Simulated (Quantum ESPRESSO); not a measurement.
In2AlGaP4, input and log of a self-consistent run

A calculation, not a measurement. The program is pw.x of Quantum ESPRESSO 7.5 (plane-wave density functional theory). The cell is made up: 8 atoms on a zincblende/diamond lattice, with randomly drawn elements, strain and displacements, not relaxed. PseudoDojo standard norm-conserving files (v0.5 for PBE, v0.4.1 for LDA and PBEsol) set the functional; there is no spin polarisation, spin-orbit coupling or dispersion term, and the masses in the input are unused placeholders.

Input:

```
&control calculation='scf', pseudo_dir='./dojo.nc.sr.pbe.v0_5.standard.upf', outdir='./o', disk_io='low', tprnfor=.true., tstress=.true. /
&system ibrav=0, nat=8, ntyp=4, nbnd=37, ecutwfc=101.20763327, nosym=.true., tot_charge=0,
 occupations='smearing', smearing='fd', degauss=0.0018374661
/
&electrons conv_thr=7.350e-09, electron_maxstep=60, /
ATOMIC_SPECIES
Al 1.0 Al.upf
Ga 1.0 Ga.upf
In 1.0 In.upf
P 1.0 P.upf
CELL_PARAMETERS angstrom
5.6111 0.0 0.0
0.0 5.6111 0.0
0.0 0.0 5.4781
ATOMIC_POSITIONS angstrom
In -0.0263 0.1229 -0.0648
Al 0.0245 2.8425 2.5593
Ga 2.7782 0.1475 2.5581
In 2.8736 2.7398 -0.0291
P 1.4491 1.4486 1.3123
P 1.4605 4.0413 4.1612
P 4.1032 1.3682 4.1248
P 4.2932 4.1651 1.2714
K_POINTS automatic
6 6 6 1 1 1
```

The log is shortened where brackets say so; the opening notice, blank lines, dates and the lines on written files are dropped, and the path of the files is cut. It prints rydbergs, bohrs and kilobars, and counts compression as positive stress.

```
     Program PWSCF v.7.5
     Parallel version (MPI & OpenMP), running on       4 processor cores
     Number of MPI processes:                 4
     Threads/MPI process:                     1
     [start-up lines left out]
     bravais-lattice index     =            0
     lattice parameter (alat)  =      10.6034  a.u.
     unit-cell volume          =    1163.9185 (a.u.)^3
     number of atoms/cell      =            8
     number of atomic types    =            4
     number of electrons       =        62.00
     number of Kohn-Sham states=           37
     kinetic-energy cutoff     =     101.2076  Ry
     charge density cutoff     =     404.8305  Ry
     scf convergence threshold =      7.3E-09
     mixing beta               =       0.7000
     number of iterations used =            8  plain     mixing
     Exchange-correlation= PBE
                           (   1   4   3   4   0   0   0)
     [axes and pseudopotential details left out]
   Cartesian axes
     site n.     atom                  positions (alat units)
         1        In     tau(   1) = (  -0.0046871   0.0219030  -0.0115485  )
         2        Al     tau(   2) = (   0.0043663   0.5065852   0.4561138  )
         3        Ga     tau(   3) = (   0.4951257   0.0262872   0.4558999  )
         4        In     tau(   4) = (   0.5121277   0.4882822  -0.0051861  )
         5        P      tau(   5) = (   0.2582560   0.2581668   0.2338757  )
         6        P      tau(   6) = (   0.2602876   0.7202331   0.7416015  )
         7        P      tau(   7) = (   0.7312648   0.2438381   0.7351143  )
         8        P      tau(   8) = (   0.7651263   0.7422965   0.2265866  )
     number of k points=   108  Fermi-Dirac smearing, width (Ry)=  0.0018
     Number of k-points >= 100: set verbosity='high' to print them.
     Dense  grid:   160039 G-vectors     FFT dimensions: (  72,  72,  72)
     Estimated max dynamical RAM per process >     519.13 MB
     Estimated total dynamical RAM >       1.91 GB
     Initial potential from superposition of free atoms
     starting charge      61.9865, renormalised to      62.0000
     Starting wfcs are   47 randomized atomic wfcs
     total cpu time spent up to now is       31.8 secs
     per-process dynamical memory:   433.9 Mb
     Self-consistent Calculation
     iteration #  1     ecut=   101.21 Ry     beta= 0.70
     Davidson diagonalization with overlap
     ethr =  1.00E-02,  avg # of iterations =  4.1
     Threshold (ethr) on eigenvalues was too large:
     Diagonalizing with lowered threshold
     Davidson diagonalization with overlap
     ethr =  6.55E-04,  avg # of iterations =  2.0
     total cpu time spent up to now is      134.8 secs
     total energy              =    -478.70335921 Ry
     estimated scf accuracy    <       0.41920138 Ry
     iteration #  2     ecut=   101.21 Ry     beta= 0.70
     Davidson diagonalization with overlap
     ethr =  6.76E-04,  avg # of iterations =  2.4
     total cpu time spent up to now is      167.2 secs
     total energy              =    -478.80638319 Ry
     estimated scf accuracy    <       0.11210403 Ry
     iteration #  3     ecut=   101.21 Ry     beta= 0.70
     Davidson diagonalization with overlap
     ethr =  1.81E-04,  avg # of iterations =  3.3
     total cpu time spent up to now is      235.2 secs
     total energy              =    -478.82854020 Ry
     estimated scf accuracy    <       0.01082981 Ry
     iteration #  4     ecut=   101.21 Ry     beta= 0.70
     Davidson diagonalization with overlap
     c_bands:  1 eigenvalues not converged
     c_bands:  1 eigenvalues not converged
     ethr =  1.75E-05,  avg # of iterations = 10.0
     total cpu time spent up to now is      328.9 secs
     total energy              =    -478.83162103 Ry
     estimated scf accuracy    <       0.00177678 Ry
     iteration #  5     ecut=   101.21 Ry     beta= 0.70
     Davidson diagonalization with overlap
     ethr =  2.87E-06,  avg # of iterations =  6.6
     total cpu time spent up to now is      406.8 secs
     total energy              =    -478.83189782 Ry
     estimated scf accuracy    <       0.00010261 Ry
     iteration #  6     ecut=   101.21 Ry     beta= 0.70
     Davidson diagonalization with overlap
     ethr =  1.65E-07,  avg # of iterations =  3.8
     total cpu time spent up to now is      489.7 secs
     total energy              =    -478.83192803 Ry
     estimated scf accuracy    <       0.00001454 Ry
     iteration #  7     ecut=   101.21 Ry     beta= 0.70
     Davidson diagonalization with overlap
     ethr =  2.34E-08,  avg # of iterations =  2.9
     total cpu time spent up to now is      556.5 secs
     total energy              =    -478.83193180 Ry
     estimated scf accuracy    <       0.00000118 Ry
     iteration #  8     ecut=   101.21 Ry     beta= 0.70
     Davidson diagonalization with overlap
     ethr =  1.91E-09,  avg # of iterations =  4.0
     total cpu time spent up to now is      651.5 secs
     total energy              =    -478.83193227 Ry
     estimated scf accuracy    <       0.00000014 Ry
     iteration #  9     ecut=   101.21 Ry     beta= 0.70
     Davidson diagonalization with overlap
     ethr =  2.22E-10,  avg # of iterations =  3.1
     total cpu time spent up to now is      719.5 secs
     total energy              =    -478.83193232 Ry
     estimated scf accuracy    <       0.00000002 Ry
     iteration # 10     ecut=   101.21 Ry     beta= 0.70
     Davidson diagonalization with overlap
     ethr =  3.45E-11,  avg # of iterations =  2.3
     total cpu time spent up to now is      779.4 secs
     End of self-consistent calculation
     [lines on levels left out]
!    total energy              =    -478.83193232 Ry
     estimated scf accuracy    <          3.6E-09 Ry
     smearing contrib. (-TS)   =      -0.00000000 Ry
     internal energy E=F+TS    =    -478.83193232 Ry
     The total energy is F=E-TS. E is the sum of the following terms:
     one-electron contribution =    -195.55533361 Ry
     hartree contribution      =     139.96126704 Ry
     xc contribution           =    -141.01986510 Ry
     ewald contribution        =    -282.21800065 Ry
     convergence has been achieved in  10 iterations
     Forces acting on atoms (cartesian axes, Ry/au):
     atom    1 type  3   force =     0.05190225   -0.06728449   -0.01366781
     atom    2 type  1   force =     0.00855042   -0.00983589    0.07774432
     atom    3 type  2   force =     0.02417650   -0.08447105    0.05937497
     atom    4 type  3   force =     0.00374082    0.04708476    0.03256259
     atom    5 type  4   force =    -0.04930359   -0.00626364    0.05755096
     atom    6 type  4   force =    -0.06512209    0.08696658   -0.11574555
     atom    7 type  4   force =     0.04753295   -0.01014440   -0.16544823
     atom    8 type  4   force =    -0.02147727    0.04394815    0.06762875
     Total force =     0.309586     Total SCF correction =     0.000212
     Computing stress (Cartesian axis) and pressure
          total   stress  (Ry/bohr**3)                   (kbar)     P=      110.43
   0.00077799  -0.00020283   0.00015511          114.45      -29.84       22.82
  -0.00020283   0.00071701  -0.00009943          -29.84      105.48      -14.63
   0.00015511  -0.00009943   0.00075700           22.82      -14.63      111.36
     init_run     :     26.91s CPU     27.75s WALL (       1 calls)
     electrons    :    745.10s CPU    747.68s WALL (       1 calls)
     forces       :      7.15s CPU      7.15s WALL (       1 calls)
     stress       :     26.86s CPU     26.86s WALL (       1 calls)
     [timing details left out]
     PWSCF        :  13m30.50s CPU  13m34.05s WALL
     JOB DONE.
```

In other units: free energy -6514.840 eV for the cell, pressure 11.04 GPa, largest force component 4.254 eV/Å. This run is the check on a run of the same cell at 1088 eV and a 4 x 4 x 4 mesh: rerunning at 1377 eV and a 6 x 6 x 6 mesh moved values by no more than 0.008 eV in energy, 0.02 GPa in stress and 0.002 eV/Å in force.